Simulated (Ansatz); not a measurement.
Relaxed-ion elastic tensor of Pd (bcc (W type), Im-3m) in GPa (Voigt order), DFT-LDA in the program Ansatz with PAW potentials; density 12.39 g/cm³, 14.26 Å³ per atom.

```
194  234  234  0.0  0.0  0.0
234  194  234  0.0  0.0  0.0
234  234  194  0.0  0.0  0.0
0.0  0.0  0.0  127  0.0  0.0
0.0  0.0  0.0  0.0  127  0.0
0.0  0.0  0.0  0.0  0.0  127
```

**Question.** Is the crystal mechanically stable?

**Answer.** No: the smallest eigenvalue of C is -40.5 GPa.

The workflow started from a Materials Project entry (that database holds measured and hypothetical structures alike); the Crystallography Open Database copy checked does not list it. It is not the phase usual at ambient conditions (space group No. 225). Symmetry was held in the LDA relaxation. At this level the phase is mechanically unstable. The run is not spin-polarised. As this level gives no gap, shear constants depend on the k-mesh and smearing (Fermi–Dirac, 0.1 eV here).

Potentials: the later of the program's two PAW sets.
